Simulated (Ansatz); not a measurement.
SnTi$_{4}$S$_{8}$:
```yaml
crystal:
  lattice:
    - [6.82176, 0.00000, 0.00000]
    - [-3.41088, 5.90781, 0.00000]
    - [0.00000, 0.00000, 6.96672]
  atoms:
    - { symbol: S, position: [0.33403, 0.16702, 0.79254] }
    - { symbol: S, position: [0.33333, 0.66667, 0.79844] }
    - { symbol: S, position: [0.83298, 0.16702, 0.79254] }
    - { symbol: S, position: [0.83298, 0.66597, 0.79254] }
    - { symbol: Ti, position: [0.00000, 0.00000, 0.00000] }
    - { symbol: Ti, position: [0.00000, 0.50000, 0.00000] }
    - { symbol: Ti, position: [0.50000, 0.00000, 0.00000] }
    - { symbol: Ti, position: [0.50000, 0.50000, 0.00000] }
    - { symbol: S, position: [0.16702, 0.33403, 0.20746] }
    - { symbol: S, position: [0.16702, 0.83298, 0.20746] }
    - { symbol: S, position: [0.66667, 0.33333, 0.20156] }
    - { symbol: S, position: [0.66597, 0.83298, 0.20746] }
    - { symbol: Sn, position: [0.00000, 0.00000, 0.50000] }
```

Relaxed with r²SCAN+D4. Special points in fractions of this cell's reciprocal vectors: Γ (0.000, 0.000, 0.000); M (0.500, 0.000, 0.000); K (0.333, 0.333, 0.000); A (0.000, 0.000, 0.500); L (0.500, 0.000, 0.500); H (0.333, 0.333, 0.500).

### Question
List the band energies nearest the Fermi level at these points for plane-wave PAW r²SCAN+D4 with spin–orbit coupling (Ansatz code).

### Answer
In eV from the Fermi level; about four levels below and three above (degenerate sets whole), none deeper than 8.9 eV; points with the same levels are listed once.

```tsv
k	below	above
Γ	-0.28 -0.28 -0.28 -0.28 -0.26 -0.26	0.27 0.27 0.27 0.27
M	-1.82 -1.82 -0.08 -0.08	0.04 0.04 0.53 0.53
K	-2.02 -2.02 -1.80 -1.80	0.28 0.28 0.33 0.33
A	-0.63 -0.63 -0.46 -0.46	0.26 0.26 0.26 0.26
L	-1.86 -1.86 -1.25 -1.25	0.00 0.00 0.24 0.24
H	-2.40 -2.40 -1.40 -1.40	0.49 0.49 0.58 0.58
```

Space group P-3m1. A made-up cell: these elements were put on the sites of a structure type; neither database checked (COD, Materials Project) lists it. Whether it is the stable phase at ambient conditions was not checked. The r²SCAN+D4 relaxation kept the symmetry of its start; whether a distortion lowers the energy is not shown. No spin polarisation was allowed.

Potentials: the later of the program's two PAW sets.
